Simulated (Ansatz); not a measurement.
# MnF$_{2}$: pressure against volume

MnF$_{2}$, P4_2/mnm, a = 4.869 Å, c = 3.296 Å. Ansatz: PBEsol, PAW, 420 eV, Γ-centred 6×6×8 mesh on 6 atoms, Gaussian smearing 0.02 eV; collinear spin, largest moment 4.2 μB. Shape and atoms are relaxed at each volume; pressure is positive in compression.

| V (Å³/atom) | P (GPa) |
| --- | --- |
| 11.459 | ? |
| 11.850 | 10.93 |
| 12.240 | 6.66 |
| 12.631 | 3.04 |
| 13.022 | 0.00 |
| 13.412 | -2.52 |
| 13.803 | -4.56 |
| 14.324 | -6.44 |

Q: Take V0 = 13.022 Å³/atom, fit the third-order Birch–Murnaghan form to the other rows, and predict the missing pressure.

A: With the Eulerian strain f = ½[(V0/V)^(2/3) − 1] and y = P/[3f(1 + 2f)^(5/2)], the form is the line y = B0 + 1.5 B0 (B0′ − 4) f. Rows (f, y): 0.03245, 95.9; 0.02108, 95.0; 0.01027, 93.8; -0.00974, 90.6; -0.01904, 88.0; -0.03078, 81.7. Means f = 0.0007067, y = 90.833; Σ(Δf)² = 0.003005, ΣΔfΔy = 0.6201; the slope is their ratio. y = 90.69 + 206.4 f GPa, so B0 = 90.7 GPa and B0′ = 4 + 2 × (206.4)/(3 × 90.69) = 5.52. At V = 11.459, f = 0.04449, y = 99.87 and P = 16.50 GPa. The run gave 15.97 GPa, so the fit is 0.53 GPa too high, 2.4 % of the span of the series, against an rms of 0.11 GPa on the fitted rows. The row lies outside the fitted range. A fourth-order term fitted to the same rows gives P = 15.58 GPa at this row's volume (the line 16.50, the run 15.97), which recovers part of the miss.

The state reached may not be the lowest one. The program reads another magnetic order as possibly lower. Moments started parallel, and an antiferromagnetic order may lie lower.

Cost: 8 runs of about 12 core-minutes in all, on Arm Neoverse V1 (shared hosts).